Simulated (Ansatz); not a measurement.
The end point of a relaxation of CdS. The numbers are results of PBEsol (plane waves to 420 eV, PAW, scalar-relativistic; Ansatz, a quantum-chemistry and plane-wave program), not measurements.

```cif
data_CdS
_chemical_formula_sum 'Cd1 S1'
_space_group_name_H-M_alt 'P 1'
_space_group_IT_number 1
_cell_length_a 3.81648
_cell_length_b 3.81648
_cell_length_c 3.81648
_cell_angle_alpha 60.000
_cell_angle_beta 60.000
_cell_angle_gamma 60.000
loop_
_space_group_symop_operation_xyz
  'x, y, z'
loop_
_atom_site_label
_atom_site_type_symbol
_atom_site_fract_x
_atom_site_fract_y
_atom_site_fract_z
_atom_site_occupancy
Cd1 Cd 0.00000 0.00000 0.00000 1
S1 S 0.50000 0.50000 0.50000 1
```

Q: Find the space group and the Wyckoff positions (tolerance 0.01 Å).

A: Space group Fm-3m (No. 225); a = 5.3973 Å, b = 5.3973 Å, c = 5.3973 Å, α = 90.00°, β = 90.00°, γ = 90.00°

```
atom  site  symmetry       x       y       z
----  ----  --------  ------  ------  ------
Cd      4a      m-3m  0.0000  0.0000  0.0000
S       4b      m-3m  0.5000  0.5000  0.5000
```

This is the rock salt type.

Q: Give the shortest distances between elements (the closest pairs, up to four, under 3.6 Å).

A: Cd–S 2.70 Å.

```json
{
  "volume_per_atom": "19.65 Å³",
  "band_gap": "0.13 eV, indirect (valence top at L, conduction bottom at X) (no spin-orbit coupling)",
  "smallest_direct_gap": "1.84 eV at Γ"
}
```

No spin polarisation in the result.

The run could not lose the symmetry of its start.

All atoms sit on sites fixed by symmetry, so only the cell could relax.

The relaxed structure has the type that CdS is known to take under pressure; here it was relaxed at zero pressure, from a generated start.
